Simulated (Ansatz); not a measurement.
Frames from the relaxation of a relaxed Al2Cu cell, doubled along one cell vector, shaken by Gaussian noise of σ = 0.08 Å a coordinate, as extended XYZ (Å, eV, eV/Å, GPa with compression positive). The numbers are results of PBEsol (plane waves to 420 eV, PAW, scalar-relativistic; Ansatz, an electronic-structure program), not measurements. Γ-centred k-mesh 10×12×7 on the run's cell (coarser than for final values), Fermi–Dirac smearing 0.05 eV.

```xyz
6
Lattice="-1.3857 1.8736 4.1160 1.3857 -1.8736 4.1160 2.7714 3.7472 -8.2321" Properties=species:S:1:pos:R:3:forces:R:3 pbc="T T T" step=1 free_energy=-15275.793 pressure=2.3 accepted=T
Cu     0.1343     0.0526    -0.0614   -0.5113   -0.1948    0.1986
Cu     1.3910     1.9590    -4.1675   -0.1584   -0.4911    0.1703
Al    -0.0435    -0.0311     5.3050    0.0517    0.2299    1.4335
Al     1.2916     1.8998     1.3107    0.2361    0.0024    0.9373
Al    -0.0896    -0.0333     2.8414    0.5983    0.1835   -1.3678
Al     1.3701     1.9146    -1.1845   -0.2164    0.2701   -1.3720
6
Lattice="-1.3805 1.8590 4.1110 1.3750 -1.8513 4.1057 2.7550 3.6983 -8.2150" Properties=species:S:1:pos:R:3:forces:R:3 pbc="T T T" step=2 free_energy=-15276.060 pressure=2.7 accepted=T
Cu     0.0881     0.0382    -0.0412   -0.3770   -0.1361    0.1362
Cu     1.3807     1.9224    -4.1515   -0.0936   -0.2882    0.1585
Al    -0.0445    -0.0033     5.3837    0.0880    0.1180    0.3842
Al     1.3094     1.8715     1.3356    0.1391    0.0848    0.1155
Al    -0.0473    -0.0123     2.7897    0.1931    0.1207   -0.3680
Al     1.3326     1.8858    -1.2773    0.0504    0.1008   -0.4264
6
Lattice="-1.3721 1.8849 4.1640 1.3890 -1.8763 4.1658 2.7412 3.7503 -8.3202" Properties=species:S:1:pos:R:3:forces:R:3 pbc="T T T" step=3 free_energy=-15276.134 pressure=-1.2 accepted=T
Cu    -0.0140     0.0243    -0.0119   -0.0092   -0.0049    0.0002
Cu     1.3562     1.9006    -4.1730   -0.0089   -0.0084    0.0020
Al    -0.0051     0.0284     5.4953    0.0071    0.0040   -0.0319
Al     1.3656     1.9048     1.3358    0.0050    0.0010   -0.0362
Al    -0.0149     0.0255     2.8101    0.0009    0.0036    0.0311
Al     1.3549     1.9004    -1.3503    0.0051    0.0046    0.0348
```

The path has 14 moves and ends in P-1 (No. 2) at a tolerance of 0.01 Å, Immm (No. 71) at 0.1 Å, 0.06 eV/atom below its start. Free energies are of the whole cell and compare only within this code, potentials and settings.  No spin polarisation in the result.

The end of the path is a generated cell of Al2Cu: the first start was made by placing the elements on the sites of a structure type, and the end was not matched to a known phase here, so it may be hypothetical. Known forms of Al2Cu include space group No. 140.
